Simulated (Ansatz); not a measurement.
BN:
```cif
data_B4N4
_chemical_formula_sum 'B4 N4'
_space_group_name_H-M_alt 'F-43m'
_space_group_IT_number 216
_space_group_name_Hall 'F -4 2 3'
_cell_length_a 3.60511
_cell_length_b 3.60511
_cell_length_c 3.60511
_cell_angle_alpha 90.000
_cell_angle_beta 90.000
_cell_angle_gamma 90.000
loop_
_atom_site_label
_atom_site_type_symbol
_atom_site_symmetry_multiplicity
_atom_site_Wyckoff_symbol
_atom_site_fract_x
_atom_site_fract_y
_atom_site_fract_z
_atom_site_occupancy
B1 B 4 a 0.00000 0.00000 0.00000 1
N1 N 4 d 0.75000 0.75000 0.75000 1
```
(The calculation used a cell of 2 atoms; values per cell refer to that cell.)

This is the PBEsol-relaxed structure.

Question: All from the program Ansatz at the PBEsol level (PAW), unless another level is named. Estimate the Poisson's ratio.

Answer: 0.12.

Question: What about the elastic constants (relaxed ions, GPa)?

Answer: C11 = 792, C12 = 181, C44 = 455.

The PBEsol relaxation kept the symmetry of its start.

Potentials: the earlier of the program's two PAW sets. The files were generated under PBE; for other functionals the program regenerates the frozen cores, and for LDA and PBEsol the local potential too.
